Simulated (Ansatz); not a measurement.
**Data sheet: ZnAg (DFT)**

ZnAg:
```
CELL_PARAMETERS angstrom
      3.07705     0.00000     0.00000
      0.00000     3.07705     0.00000
      0.00000     0.00000     3.07705
ATOMIC_POSITIONS crystal
  Zn 0.50000 0.50000 0.50000
  Ag 0.00000 0.00000 0.00000
```

Space group Pm-3m (No. 221), CsCl type; conventional cell a = 3.077 Å, b = 3.077 Å, c = 3.077 Å, α = 90.00°, β = 90.00°, γ = 90.00°.

Method: LDA in the plane-wave PAW code Ansatz. The cell and atoms are relaxed at this level. Other levels are named where they apply.

**Cell and energy**

* **Volume per atom**: 14.57 Å³
* **Density**: 9.87 g/cm³
* **Formation energy from the elements (no fitted shifts)**: -0.067 eV/atom

**Electronic structure**

Electronic character: metallic (no gap)
Density of states at the Fermi level: 0.24 states/eV per atom (mean over ±0.08 eV)

**Mechanics**

- Bulk modulus (Birch–Murnaghan fit) = 131 GPa
- Pressure derivative B′ = 5.4
- Elastic constants (relaxed ions, GPa) = C11 = 141, C12 = 127, C44 = 72.0
- Mechanical stability = stable (all eigenvalues of C positive)

**Phonons**

- Highest zone-centre frequency: 168 cm⁻¹
- Zone-centre stability: no imaginary mode at Γ

The workflow started from a Materials Project entry (that database holds measured and hypothetical structures alike); the Crystallography Open Database files this formula in space group No. 221, but the cells were not matched. Whether it is the stable phase at ambient conditions was not checked. The cell was relaxed with LDA under the symmetry of its start. No spin polarisation was allowed. As this level gives no gap, shear constants depend on the k-mesh and smearing (Fermi–Dirac, 0.1 eV here). As this level gives no gap, phonon frequencies hold no LO–TO term and depend on the k-mesh and smearing (Fermi–Dirac, 0.1 eV here). The references are the lowest solids computed at this level, not always the standard phases. Scalar-relativistic: spin–orbit coupling is off unless named, which matters more the heavier the elements.

Potentials: the later of the program's two PAW sets.
